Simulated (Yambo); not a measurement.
K₂LiScF₆ (space group Fm-3m, No. 225), G0W0@PBEsol in Yambo with this input:

```
rim_cut
gw0
dyson
el_el_corr
HF_and_locXC
ppa
em1d
RandQpts= 1000000
RandGvec= 1 Ry
EXXRLvcs= 84 Ry
VXCRLvcs= 336 Ry
Chimod= "HARTREE"
% BndsRnXp
 3 | 216 |
%
NGsBlkXp= 7 Ry
% LongDrXp
 1.0 | 1.0 | 1.0 |
%
PPAPntXp= 27.2114 eV
% GbndRnge
 1 | 216 |
%
GTermKind= "BG"
DysSolver= "n"
ExtendOut
```

On a 2×2×2 mesh, with wavefunctions cut at 84 Ry, the gap (Γ → Γ) is 12.111 eV and the valence edge shifts by -2.295 eV.

Task: What happens with this change: 3 Ry block?

Result: The gap rises by 0.744 eV, to 12.855 eV; the shift of the valence edge becomes -2.785 eV. Neither run is shown to be the converged limit.

Geometry of the Materials Project entry, not relaxed at this level; primitive cell a = 5.8616 Å, b = 5.8616 Å, c = 5.8616 Å, α = 60.00°, β = 60.00°, γ = 60.00°.

The structure is a Materials Project entry; no match was found in the copy of COD used, and its stability was not checked.

A shift is the quasiparticle energy of the state minus its PBEsol energy.
